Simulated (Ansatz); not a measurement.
PbO-type LuP

Computed with Ansatz (plane waves, PAW, 420 eV cutoff): PBEsol, scalar-relativistic, no spin polarisation, 6×6×10 k-mesh, Gaussian smearing of 0.05 eV; PAW files: Ansatz's generated set soft_2.

```
CELL_PARAMETERS angstrom
4.77949 0.00000 0.00000
0.00000 4.77949 0.00000
0.00000 0.00000 3.31328
ATOMIC_POSITIONS crystal
Lu 0.50000 0.00000 0.42332
Lu 0.00000 0.50000 0.57668
P 0.00000 0.00000 0.00000
P 0.50000 0.50000 0.00000
```

This is a trial structure: such lanthanide and actinide compounds mostly take the rock-salt structure.

Task: Which orbitals carry the states at the Fermi level, and how many states are there?

Result: Within 0.1 eV of it: Lu 5d 48 %, P 3p 44 % (shares among the projected shells). The density of states at the Fermi level is about 0.91 states/eV per cell, averaged over 0.3 eV.

Density of states (tetrahedra, averaged over 0.4 eV; states/eV per cell of 4 atoms; energy in eV from the Fermi level):

```csv
E (eV),DOS
-6.45,0.0
-6.05,0.3
-5.65,0.7
-5.25,2.5
-4.85,68.4
-4.45,3.1
-4.05,3.8
-3.65,2.5
-3.25,2.1
-2.85,2.3
-2.45,1.8
-2.05,2.0
-1.65,2.0
-1.25,2.1
-0.85,3.2
-0.45,2.4
-0.05,1.0
0.35,1.8
0.75,3.3
1.15,3.2
1.55,1.5
1.95,1.5
2.35,3.3
2.75,2.4
3.15,3.4
3.55,2.7
3.95,3.1
4.35,3.0
4.75,3.0
5.15,2.4
5.55,2.8
5.95,3.8
```

Formal charges Lu³⁺, P³⁻ balance and leave closed shells on every ion, yet the run finds no gap: the anions' valence bands overlap the cations' empty bands by 0.4 eV on the mesh. A better functional would shrink the overlap, but with one this large it would likely leave a semimetal or metal.

These numbers lack spin–orbit coupling.
